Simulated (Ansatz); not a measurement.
The relaxed structure here is a generated cell of AlNi: the first start was made by placing the elements on the sites of a structure type, and the end was not matched to a known phase here, so it may be hypothetical. Known forms of AlNi include space group No. 221.

A relaxed cell of AlNi (Fd-3m (No. 227)), relaxed on a k-mesh at least as fine as the one used below. These are r2SCAN (plane waves to 500 eV, PAW, scalar-relativistic; Ansatz, a quantum-chemistry and plane-wave program) values and carry that method's errors. Γ-centred k-mesh 10×10×10 on the run's cell (coarser than for final values), Fermi–Dirac smearing 0.05 eV.

```
CELL_PARAMETERS angstrom
      0.00000     5.78468     5.78468
      2.89234     2.89234     5.78468
      2.89234     2.89234     0.00000
ATOMIC_POSITIONS crystal
  Al 0.00000 0.25000 0.25000
  Al 0.50000 0.25000 0.25000
  Al 0.00000 0.00000 0.00000
  Al 0.50000 0.00000 0.00000
  Ni 0.00000 0.50000 0.50000
  Ni 0.50000 0.50000 0.50000
  Ni 0.00000 0.75000 0.75000
  Ni 0.50000 0.75000 0.75000
```

The atoms are displaced along an unstable phonon of this cell by (Å):

```csv
atom,ux,uy,uz
Al1,-0.150,-0.002,0.000
Al2,0.150,0.002,0.000
Al3,-0.002,-0.150,0.000
Al4,0.002,0.150,0.000
Ni5,-0.002,-0.113,0.000
Ni6,0.002,0.113,0.000
Ni7,-0.113,-0.002,0.000
Ni8,0.113,0.002,0.000
```

Question: What forces (eV/Å) and pressure result?

Answer: 
```csv
atom,Fx,Fy,Fz
Al1,-0.13,0.00,0.00
Al2,0.13,0.00,0.00
Al3,0.00,-0.13,0.00
Al4,0.00,0.13,0.00
Ni5,-0.01,-0.28,0.00
Ni6,0.01,0.28,0.00
Ni7,-0.28,-0.01,0.00
Ni8,0.28,0.01,0.00
```

Pressure +0.1 GPa.

The undisplaced cell is probably no minimum: from this displacement the run went on to Pnma (No. 62), 0.23 eV/atom below it.

No spin polarisation in the result: the starting moments vanished. A magnetic state may lie lower.
